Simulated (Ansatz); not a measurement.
**In$_{3}$Sb: do energies and stresses tell the same story?**

All numbers below come from DFT PBEsol, scalar-relativistic, plane waves, PAW in Ansatz.

Cutoff 420 eV; k points 10×10×10 on the computed 4-atom cell (Γ-centred); Gaussian smearing, width 0.10 eV; no spin polarisation.

Relaxed cell: Pm-3m, a = 4.724 Å, b = 4.724 Å, c = 4.724 Å, α = 90.00°, β = 90.00°, γ = 90.00°, 4 atoms in the primitive cell. Whether it is the stable form of this composition wasn't checked.

Energies at zero smearing and pressures from the stress tensor, at volumes with shape and atoms relaxed:
```tsv
V (Å³/atom)	E − E(first) (meV/atom)	P (GPa)
24.769	0.00	3.25
25.559	-11.68	1.49
26.350	-15.37	0.01
27.140	-12.27	-1.24
27.931	-3.49	-2.28
```

Q: Check P = −dE/dV between neighbouring volumes, and get the bulk modulus from the pressures alone.

A: With 1 eV/Å³ = 160.2 GPa:
| middle V (Å³/atom) | −ΔE/ΔV (GPa) | mean P (GPa) |
| --- | --- | --- |
| 25.164 | 2.367 | 2.373 |
| 25.955 | 0.749 | 0.752 |
| 26.745 | -0.629 | -0.616 |
| 27.536 | -1.780 | -1.763 |

The two differ by 0.02 GPa at most. The mean of two end pressures misses the average over a step by about ΔV² P″/12, up to 0.02 GPa here; with that taken off 0.02 GPa remains. Around V = 26.350 Å³/atom, the two neighbours give B = −V ΔP/ΔV = 26.350 × 2.74 / 1.581 = 45.6 GPa, against B0 = 45.5 GPa from the Birch–Murnaghan fit of the energies.